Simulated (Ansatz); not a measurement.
Data:

TiNi:
```xyz
2
Lattice="2.9886 0.0000 0.0000 0.0000 2.9886 0.0000 0.0000 0.0000 2.9886" Properties=species:S:1:pos:R:3 pbc="T T T"
Ti     1.4943     1.4943     1.4943
Ni     0.0000     0.0000     0.0000
```

This is the r²SCAN-relaxed structure.

Question: All from r²SCAN in the plane-wave PAW code Ansatz, unless another level is named. Estimate the formation energy from the elements (no fitted shifts).

Answer: -0.33 eV/atom.

Question: What about the density of states at the Fermi level?

Answer: 1.2 states/eV per atom (mean over ±0.08 eV).

Space group Pm-3m (CsCl type). The workflow started from a Materials Project entry (that database holds measured and hypothetical structures alike); the Crystallography Open Database copy checked does not list it. COD files the formula under space group No. 11, 147, so this cell is another polymorph or a model. With Ti and Ni taken as one species the cell has the higher symmetry Im-3m, so it may be an ordered model of a mixed-site phase. Whether it is the stable phase at ambient conditions was not checked. The cell was relaxed with r²SCAN under the symmetry of its start; of distortions, only those at the zone centre were tested. The run is not spin-polarised. The references are the lowest solids computed at this level, not always the standard phases.

Potentials: the later of the program's two PAW sets.
